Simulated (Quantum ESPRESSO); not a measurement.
## Mg3Cl2Se2 (convergence and cost over cutoff and k mesh)

Computed values, not a measurement. The program is pw.x of Quantum ESPRESSO 7.5 (plane-wave density functional theory). The cell is made up: 7 atoms on a wurtzite lattice with one site empty, with randomly drawn elements, strain and displacements, not relaxed. PseudoDojo standard norm-conserving files (v0.5 for PBE, v0.4.1 for LDA and PBEsol) set the functional; there is no spin polarisation, spin-orbit coupling or dispersion term, and the masses in the input are unused placeholders.

Input of the run in row 2:

```
&control calculation='scf', pseudo_dir='./dojo.nc.sr.pbe.v0_5.standard.upf', outdir='./o', disk_io='medium', tprnfor=.true., tstress=.true. /
&system ibrav=0, nat=7, ntyp=3, nbnd=44, ecutwfc=85.99341389, nosym=.true., tot_charge=0,
 occupations='smearing', smearing='fd', degauss=0.0018374661
/
&electrons conv_thr=7.350e-09, electron_maxstep=60, /
ATOMIC_SPECIES
Cl 1.0 Cl.upf
Mg 1.0 Mg.upf
Se 1.0 Se.upf
CELL_PARAMETERS angstrom
4.068 0.0 0.0
0.0 7.046 0.0
0.0 0.0 6.6431
ATOMIC_POSITIONS angstrom
Mg -0.0012 -0.0118 -0.045
Mg 1.9442 3.5715 0.0366
Mg -0.0475 4.6908 3.2838
Cl 0.016 0.0582 2.5392
Se 2.0573 3.5536 2.4802
Se 2.0472 1.1369 5.7795
Cl -0.0013 4.7662 5.7771
K_POINTS automatic
4 4 4 1 1 1
```

The same cell was run at these settings. Meshes are shifted by half a step, and differences are from the last row, which is itself not exact.

| cutoff (eV) | k mesh | k points solved | threshold (eV) | free energy less the last row's (eV) | pressure (GPa) | largest stress difference (GPa) | largest force difference (eV/Å) | iterations | wall time (s) | k-point pools | processor |
| --- | --- | --- | --- | --- | --- | --- | --- | --- | --- | --- | --- |
| 819 | 2 x 2 x 2 | 4 | 1e-04 | 3.794 | -32.18 | 34.80 | 0.069 | 7 | 62 | 1 | AMD EPYC, Zen 5 class |
| 1170 | 4 x 4 x 4 | 32 | 1e-07 | -0.009 | 1.31 | 0.08 | 0.006 | 10 | 618 | 1 | AMD EPYC, Zen 5 class |
| 1467 | 6 x 6 x 6 | 108 | 1e-07 | 0.000 | 1.33 | 0.00 | 0.000 | 10 | 1212 | 4 | Intel Xeon, older |

Each pool is one process. Wall times include start-up and a band step at six k points, which weighs most on the coarsest meshes. The runs were on shared virtual cores whose load varied, so times are rough.